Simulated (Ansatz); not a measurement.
LaTl3, DFT, PBEsol, PAW with Ansatz's default frozen-core files, scalar-relativistic (Ansatz 0.2.0), run on 1 thread of Arm Neoverse V1 on a shared host.

The cell is COD entry 1538104, as deposited and not checked against the literature; nothing was relaxed. The listed cell was then made from it by scaling, straining or moving an atom.

Command: `ansatz run input.yaml --threads 1 --pin off --max-ram 4096MiB --backend cpu --events-out ev --progress --plain --runs-dir out`

```yaml
crystal:
  lattice:
    - [4.7341406979, 0.0, 0.0]
    - [0.0, 4.7341406979, 0.0]
    - [0.0, 0.0, 4.7341406979]
  atoms:
    - { symbol: La, position: [0.0, 0.0, 0.0] }
    - { symbol: Tl, position: [0.0, 0.5, 0.5] }
    - { symbol: Tl, position: [0.5, 0.0, 0.5] }
    - { symbol: Tl, position: [0.5, 0.5, 0.0] }
kpoints:
  mp_grid: { grid: [8, 8, 8] }
scf:
  occupations: { method: fermi_dirac, width: 0.05 }
hamiltonian:
  xc: pbesol
  pseudopotentials: { kind: paw }
output:
  forces: true
  stress: true
  eigenvalues: true
  efg: { contact_densities: true }
  write_density: true
  write_potential: true
  elf: true
  volumetric_format: npy
```

**Question.** How large is the problem that the program sets up?

**Answer.** 35 irreducible k-points, 2103 plane waves at Γ, 30 bands.

**Question.** Estimate the wall time and the peak memory.

**Answer.** 11 s of wall time for 6 SCF iterations, with a peak of 0.49 GiB. Times on shared machines scatter by tens of per cent.

**Question.** And the same cell and mesh by all-electron PAW (datasets made for this crystal), asked for forces, stress, eigenvalues, efg, on the same hardware?

**Answer.** 22 s, peak memory 0.64 GiB.
